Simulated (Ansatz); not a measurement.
Relaxed SnTe (rock salt):

```yaml
crystal:
  lattice:
    - [0.00000, 6.40917, 6.40917]
    - [3.20458, 0.00000, 3.20458]
    - [3.20458, 3.20458, 0.00000]
  atoms:
    - { symbol: Te, position: [0.00000, 0.00000, 0.00000] }
    - { symbol: Te, position: [0.50000, 0.00000, 0.00000] }
    - { symbol: Sn, position: [0.25000, 0.50000, 0.50000] }
    - { symbol: Sn, position: [0.75000, 0.50000, 0.50000] }
```

The atoms are displaced by Q × the pattern below (from a DFPT mode at L = (0.5, 0.0, 0.0), largest move 1; Q in Å), at fixed cell. (q is in reciprocal vectors of the primitive cell; the cell shown is doubled to hold the pattern.)

```tsv
atom	x	y	z
Te1	-0.577	0.577	0.577
Te2	0.577	-0.577	-0.577
```

Atoms not listed stay in place.

Level of theory: PBE (plane waves to 420 eV, PAW, scalar-relativistic; Ansatz, an electronic-structure program). k mesh 13×13×13 (Γ-centred), Fermi-Dirac smearing 0.05 eV. SnTe was relaxed with its symmetry unable to fall. Spin-orbit coupling is left out, though Te is heavy.

At one point of the scan the forces (eV/Å) are:

```tsv
atom	Fx	Fy	Fz
Te1	-0.140	0.140	0.140
Te2	0.140	-0.140	-0.140
Sn3	0.000	0.000	0.000
Sn4	0.000	0.000	0.000
```

Problem. Which point is it?
A. Q = -0.017 Å
B. Q = -0.083 Å
C. Q = -0.050 Å

Solution. C, Q = -0.050 Å

(For displaced atoms, the force is minus the slope of the energy, and its curvature is a force constant, which sets phonon frequencies.)
